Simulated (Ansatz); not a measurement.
Relax this structure to zero stress and force, keeping its symmetry:

```cif
data_structure
_symmetry_space_group_name_H-M 'F-43m'
_symmetry_Int_Tables_number 216
_cell_length_a 4.5070
_cell_length_b 4.5070
_cell_length_c 4.5070
_cell_angle_alpha 90.000
_cell_angle_beta 90.000
_cell_angle_gamma 90.000
_cell_volume 91.55
loop_
_atom_site_label
_atom_site_type_symbol
_atom_site_symmetry_multiplicity
_atom_site_Wyckoff_symbol
_atom_site_fract_x
_atom_site_fract_y
_atom_site_fract_z
_atom_site_occupancy
Ga1 Ga 4 a 0.00000 0.00000 0.00000 1
N1 N 4 c 0.25000 0.25000 0.25000 1
```

Theory: DFT r2SCAN, scalar-relativistic, plane waves, PAW (Ansatz 0.2.0).

Plane waves to 500 eV, a k mesh through Γ of 10×10×10 on the computed 2-atom cell and Gaussian smearing (0.02 eV); no spin polarisation.

Task: What does it relax to?

Result: The volume falls by 0.07 Å³/atom to 11.37 Å³/atom, and the energy falls by 0.3 meV/atom. Final structure:
```
Ga N
1.0
     0.00000    2.24894    2.24894
     2.24894    0.00000    2.24894
     2.24894    2.24894    0.00000
Ga N
1 1
Direct
  0.00000 0.00000 0.00000
  0.75000 0.75000 0.75000
```

Course of the relaxation (steps run on the plane waves of an earlier cell, and the basis is chosen afresh near the end, so energy and pressure can step there; trial steps that raised the energy were taken back; energies are free energies):

```csv
step,E − E_final (meV/atom),P (GPa),V (Å³/atom)
1,0.3,-1.18,11.44
2,0.0,-0.46,11.40
3,0.0,0.00,11.37
4,0.0,0.00,11.37
```